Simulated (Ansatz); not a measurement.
Starting cell, PtSe$_{2}$ (CdI2 type):

```
PtSe2
1.0
    7.54477     0.00000     0.00000
   -1.88619     3.26698     0.00000
    0.00000     0.00000     4.81834
Pt Se
2 4
Cartesian
  0.00000   0.00000   0.00000
  3.77238   0.00000   0.00000
  1.88619   1.08899   1.27955
  5.65858   1.08899   1.27955
  0.00000   2.17799   3.53879
  3.77238   2.17799   3.53879
```

Scan: atom 3 (Se, nearest neighbour Pt at 2.526 Å; its periodic images, 3.8 Å or more away, move with it) is displaced along Cartesian [110], direction (0.707, 0.707, 0.000) in Cartesian axes, by s. The other atoms stay.

Computed with PBE-D3(BJ) (plane waves to 420 eV, PAW, scalar-relativistic; Ansatz, a program for electronic structure). k mesh 11×11×8 (Γ-centred), Fermi-Dirac smearing 0.05 eV. E stands for the smeared free energy. With partly filled bands, energies and forces of such displacements shift with the k mesh and the smearing. PtSe2 is run without spin polarisation. PtSe2 was relaxed with its symmetry unable to fall. Spin-orbit coupling is left out, though Pt is heavy. The zero of ΔE is the undisplaced structure. The last digit holds for this mesh only.

```tsv
s (Å)	ΔE (meV/cell)
-0.510	withheld
-0.408	933.4
-0.306	494.7
-0.204	208.2
-0.102	49.6
0.000	0.0
0.102	44.9
0.204	172.7
0.306	374.2
0.408	642.0
0.510	971.5
```

Fit a polynomial form (powers 2, 3, 4) to the given rows and predict ΔE at s = -0.510.

Least squares on the 10 given rows: ΔE = (4542)·s² + (-2145)·s³ + (1112)·s⁴, in meV/cell with s in Å; root-mean-square residual 0.79 meV/cell. At -0.510 the fit gives 1541.1 meV/cell; the calculation gives 1555.7 meV/cell, so the extrapolation is off by -14.6 (-0.9 %). The quadratic term alone would give 1181.4 meV/cell.

(For displaced atoms, the force is minus the slope of the energy, and its curvature is a force constant, which sets phonon frequencies.)
